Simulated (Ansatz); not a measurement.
WSe2 (2H-MoS2 type, space group P6_3/mmc)

```yaml
crystal:
  lattice:
    - [3.27906, 0.00000, 0.00000]
    - [-1.63953, 2.83975, 0.00000]
    - [0.00000, 0.00000, 12.78607]
  atoms:
    - { symbol: W, position: [0.33333, 0.66667, 0.25000] }
    - { symbol: W, position: [0.66667, 0.33333, 0.75000] }
    - { symbol: Se, position: [0.33333, 0.66667, 0.61827] }
    - { symbol: Se, position: [0.66667, 0.33333, 0.11827] }
    - { symbol: Se, position: [0.66667, 0.33333, 0.38173] }
    - { symbol: Se, position: [0.33333, 0.66667, 0.88173] }
```

In each cell atom 1 (W, nearest neighbour Se at 2.534 Å; its periodic images, 3.3 Å or more away, move with it) moves by s·(0.647, -0.374, 0.665) (towards the nearest neighbour), the rest being held.

These are PBE-D3(BJ) (plane waves to 420 eV, PAW, scalar-relativistic; Ansatz, an electronic-structure program) values and carry that method's errors. k mesh 9×9×2 (Γ-centred), Fermi-Dirac smearing 0.05 eV. The energy includes the smearing's −TS. Spin-orbit coupling is left out, though W is heavy. WSe2 is run without spin polarisation. WSe2 was relaxed with its symmetry unable to fall. The zero of ΔE is the undisplaced structure.

```tsv
s (Å)	ΔE (meV/cell)
-0.250	717
-0.200	459
-0.150	258
-0.100	115
-0.050	29
0.000	0
0.050	29
0.100	withheld
0.150	264
0.200	474
0.250	750
```

Question: Fit a polynomial form (powers 2, 3, 4) to the given rows and predict ΔE at s = 0.100.

Answer: Least squares on the 10 given rows: ΔE = (11530)·s² + (1026)·s³ + (3251)·s⁴, in meV/cell with s in Å; root-mean-square residual 0.5 meV/cell. At 0.100 the fit gives 117 meV/cell; the calculation gives 116 meV/cell, so the interpolation is off by 1 (+0.9 %). The quadratic term alone would give 115 meV/cell.

(A displaced cell: forces are minus the slopes of the energy, force constants its curvatures, and phonons follow from these.)
